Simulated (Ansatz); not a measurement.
# Mg₅SiSb₂: start and end of a relaxation

The cell of Mg₅SiSb₂ is invented: random cell by space group and Wyckoff sites (P4/mmm, No. 123). Lengths were set from tabulated atomic sizes, so they are only a guess.

start:

Space group P4/mmm (No. 123). a = 4.741 Å, b = 4.741 Å, c = 7.584 Å, α = 90.00°, β = 90.00°, γ = 90.00°
```json
{"atom": "Mg", "site": "2f", "symmetry": "mmm.", "x": "0.0000", "y": "0.5000", "z": "0.0000"}
{"atom": "Mg", "site": "1b", "symmetry": "4/mmm", "x": "0.0000", "y": "0.0000", "z": "0.5000"}
{"atom": "Mg", "site": "2e", "symmetry": "mmm.", "x": "0.0000", "y": "0.5000", "z": "0.5000"}
{"atom": "Si", "site": "1a", "symmetry": "4/mmm", "x": "0.0000", "y": "0.0000", "z": "0.0000"}
{"atom": "Sb", "site": "2h", "symmetry": "4mm", "x": "0.5000", "y": "0.5000", "z": "0.7231"}
```

Computed with Ansatz 0.2.0, DFT PBE, scalar-relativistic, plane waves, PAW. Cutoff 420 eV, Gaussian smearing, Γ-centred meshes. Cell and atoms relax first on a coarse mesh and then on a finer one. In between, the cell is made exact in the group found at 0.06 Å. In metals the finer mesh still leaves noise of several meV/atom or more. The steps can't lower the symmetry of their start. No spin polarisation.

end:

Space group P4/mmm (No. 123). a = 5.606 Å, b = 5.606 Å, c = 6.210 Å, α = 90.00°, β = 90.00°, γ = 90.00°
| atom | site | symmetry | x | y | z |
| --- | --- | --- | --- | --- | --- |
| Mg | 2f | mmm. | 0.0000 | 0.5000 | 0.0000 |
| Mg | 1b | 4/mmm | 0.0000 | 0.0000 | 0.5000 |
| Mg | 2e | mmm. | 0.0000 | 0.5000 | 0.5000 |
| Si | 1a | 4/mmm | 0.0000 | 0.0000 | 0.0000 |
| Sb | 2h | 4mm | 0.5000 | 0.5000 | 0.7487 |

The symmetry stays P4/mmm (No. 123). The volume per atom grows by 14.5 %, from 21.3 to 24.4 Å³. The shortest distance goes from 2.37 Å (Mg–Si and Mg–Mg) to 2.80 Å (Mg–Si and Mg–Mg). The ratio c/a of the conventional cell changes by a factor of 0.69. The energy falls by about 0.39 eV/atom (the start's value is from the coarse mesh).

For Mg₅SiSb₂, the volume per atom is 24.40 Å³, the density is 3.34 g/cm³ and the formation energy is +0.18 eV/atom. The gap on the 8×8×6 mesh of the 8-atom cell is 0 eV (a metal).

Formation energies are uncorrected and refer to the elements' standard structures at the same level. A positive value: parting into the elements would lower its energy.

The last run used Gaussian smearing of 0.10 eV. These runs have no spin–orbit coupling, which can matter for Sb. Symmetry constrained the relaxation, so the result can be a saddle point. In all, the 4 runs took 4.4 min on 1 thread of Intel(R) Xeon(R) Platinum 8259CL CPU @ 2.50GHz (Skylake/Cascade Lake), on a shared host.
